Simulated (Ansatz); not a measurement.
Relaxed-ion elastic tensor of MgS (rock salt, Fm-3m) in GPa (Voigt order), plane-wave PAW r²SCAN (Ansatz code); density 2.66 g/cm³, 17.61 Å³ per atom.

```
      1     2     3     4     5     6
-  ----  ----  ----  ----  ----  ----
1   151  44.1  44.1   0.0   0.0   0.0
2  44.1   151  44.1   0.0   0.0   0.0
3  44.1  44.1   151   0.0   0.0   0.0
4   0.0   0.0   0.0  60.3   0.0   0.0
5   0.0   0.0   0.0   0.0  60.3   0.0
6   0.0   0.0   0.0   0.0   0.0  60.3
```

Question: Is the crystal mechanically stable?

Answer: Yes: the smallest eigenvalue of C is 60.3 GPa.

Question: Work out the Voigt, Reuss and Hill averages.

Answer: K_V = 79.9, K_R = 79.9, K_H = 79.9; G_V = 57.6, G_R = 57.4, G_H = 57.5 GPa.

Question: Give Young's modulus, Poisson's ratio, Pugh's ratio and the universal anisotropy index.

Answer: E = 9KG/(3K + G) = 139 GPa; ν = 0.21; K/G = 1.39 (brittle by the Pugh limit of 1.75); A_U = 5G_V/G_R + K_V/K_R − 6 = 0.02.

Question: Estimate the sound speeds and the Debye temperature.

Answer: v_l = √((K + 4G/3)/ρ) = 7670 m/s, v_t = √(G/ρ) = 4650 m/s, mean 5140 m/s; Θ = (h/k)(3n/4πV)^(1/3) v_m = 588 K.

Question: Give the Zener ratio and Young's modulus along [100], [110] and [111].

Answer: A = 2C44/(C11 − C12) = 1.12; 1/E = S11 − 2(S11 − S12 − S44/2)Γ with Γ = 0, 1/4, 1/3 gives 132, 141, 144 GPa.

The r²SCAN relaxation kept the symmetry of its start.

Potentials: the later of the program's two PAW sets.
